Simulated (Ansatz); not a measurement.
Values for one crystal, relaxed and computed with the program Ansatz at the r²SCAN level (PAW); other levels are named.

| Quantity | Result |
|---|---|
| Volume per atom | 18.04 Å³ |
| Electronic character | metallic (no gap) |
| Pressure derivative B′ | 3.9 |
| Density of states at the Fermi level | 0.16 states/eV per atom (mean over ±0.08 eV) |
| Gap with spin–orbit coupling | none (metallic) |
| Bulk modulus (Birch–Murnaghan fit) | 31.3 GPa |
| Formation energy from the elements (no fitted shifts) | -0.43 eV/atom |

Task: Which of these materials gives this?
A. EuSn, Cmcm (Eu on 4c, Sn on 4c)
B. Li5Sn2, R-3m (Sn on 6c, Li on 3b, Li on 6c, Li on 6c)
C. Li2GaCu3, R-3m (Li on 6c, Ga on 3a, Cu on 9d)
D. BaSr4, R-3m (Ba on 3a, Sr on 6c, Sr on 6c)

Result: B, Li5Sn2, R-3m (Sn on 6c, Li on 3b, Li on 6c, Li on 6c)

The workflow started from an entry of the Crystallography Open Database (COD). Whether it is the stable phase at ambient conditions was not checked. The cell was relaxed with r²SCAN under the symmetry of its start; its stability against distortions is not shown here. The references are the lowest solids computed at this level, not always the standard phases. Scalar-relativistic: spin–orbit coupling is off unless named, which matters more the heavier the elements.

Potentials: the later of the program's two PAW sets.
